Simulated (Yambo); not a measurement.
Material: Ag$_{2}$S (space group P2_1/c, No. 14); a = 4.554 Å, b = 7.021 Å, c = 9.344 Å, α = 90.00°, β = 117.39°, γ = 90.00° (12 atoms in the cell). The geometry is that of Materials Project entry mp-1102900, symmetrised and not relaxed again.

With norm-conserving PBEsol (Quantum ESPRESSO, 82 Ry, scalar-relativistic), the gap between the mesh's edge points (Γ → (-0.5, 0, 0)) is 1.200 eV.

### Question
By how much does one-shot G0W0 (Yambo; 4×2×1 Γ-centred k mesh, bands 33 to 328 and a 6 Ry block in the screening, 328 bands in G with the Bruneval-Gonze terminator, plasmon pole fitted at 27.2 eV) open this gap, and what gap results?

### Answer
The correction is 0.777 eV, giving 1.977 eV, 1.6 times the PBEsol value. Among the k points computed, the smallest G0W0 gap is 1.85 eV, Γ → Γ. The mesh misses a band edge: along a dense path the PBEsol gap is 1.05 eV against 1.20 eV on the mesh. Nearest settings tried, and what they do to the gap: 232 bands in G: +9 meV; 232 bands in W, 232 bands in G: +74 meV; 3 Ry block (163 vectors against 447): +8 meV. Not varied: mesh. So the settings aren't converged at that level. The k mesh is coarse. Spin-orbit splittings are left out.
